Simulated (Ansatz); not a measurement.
## LaTe3: Hf on a La site

Level of theory: PBEsol, no spin polarisation, scalar-relativistic; Ansatz, plane waves to 420 eV (PAW set soft_2), k-mesh 3×3×2 shifted by half a step.

The relaxed host crystal (no gap at this level of theory):

```
CELL_PARAMETERS angstrom
2.18500 -13.15659 0.00000
2.18500 13.15659 0.00000
0.00000 0.00000 4.36332
ATOMIC_POSITIONS crystal
La 0.16948 0.83052 0.75000
La 0.83052 0.16948 0.25000
Te 0.92861 0.07139 0.75000
Te 0.07139 0.92861 0.25000
Te 0.57153 0.42847 0.75000
Te 0.42847 0.57153 0.25000
Te 0.29567 0.70433 0.75000
Te 0.70433 0.29567 0.25000
```

Supercell of 32 atoms, rows of the matrix [[0,0,2],[-2,-2,0],[1,0,0]] times the cell vectors; Hf on a La site at (0.169, 0.831, 0.750) in fractions of the cell above. Atoms are relaxed at the host's cell, from a start shaken by 0.05 Å near the defect. The cell loses 1 of its 8 La, so this is a heavily doped crystal.

Distances from the Hf atom (Å), by shell of the perfect crystal:

```
shell      perfect crystal    relaxed, charge 0
 4 Te                 3.22                 3.06
 5 Te  3.37 (3.32 to 3.38)  3.18 (3.17 to 3.19)
```

| charge | gap of the cell on the mesh (eV) |
| --- | --- |
| 0 | 0.00 |

Formation energy of the neutral defect: 2.23 eV, taking atoms from and to the elements' standard states (no corrections for gases), so it belongs to those chemical potentials alone.

Caveats: small supercell, so energies and levels can be off by tenths of an eV; one random start near the defect, so other minima are possible.
